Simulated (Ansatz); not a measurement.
Data:

SnMo₂C:
Space group P6₃/mmc (No. 194); a = 3.192 Å, b = 3.192 Å, c = 13.516 Å, α = 90.00°, β = 90.00°, γ = 120.00°

```
atom  site  symmetry       x       y       z
----  ----  --------  ------  ------  ------
Sn      2d      -6m2  0.6667  0.3333  0.2500
Mo      4f       3m.  0.3333  0.6667  0.0805
C       2a      -3m.  0.0000  0.0000  0.0000
```

This is the PBE-relaxed structure.

Task: All from PBE in the plane-wave PAW code Ansatz, unless another level is named. Estimate the electronic character.

Result: metallic (no gap).

Task: What about the density of states at the Fermi level?

Result: 0.71 states/eV per atom (mean over ±0.08 eV).

Task: Give the formation energy from the elements (no fitted shifts).

Result: 0.009 eV/atom.

Task: Give the gap with spin–orbit coupling.

Result: none (metallic).

Space group P6_3/mmc. The start of the workflow was typed in or built on a structure type; neither database checked (COD, Materials Project) lists it. Whether it is the stable phase at ambient conditions was not checked. Symmetry was held in the PBE relaxation; whether a distortion lowers the energy is not shown. The run is not spin-polarised. The references are the lowest solids computed at this level, not always the standard phases. Spin–orbit coupling is left out wherever it is not named.

Potentials: the later of the program's two PAW sets.
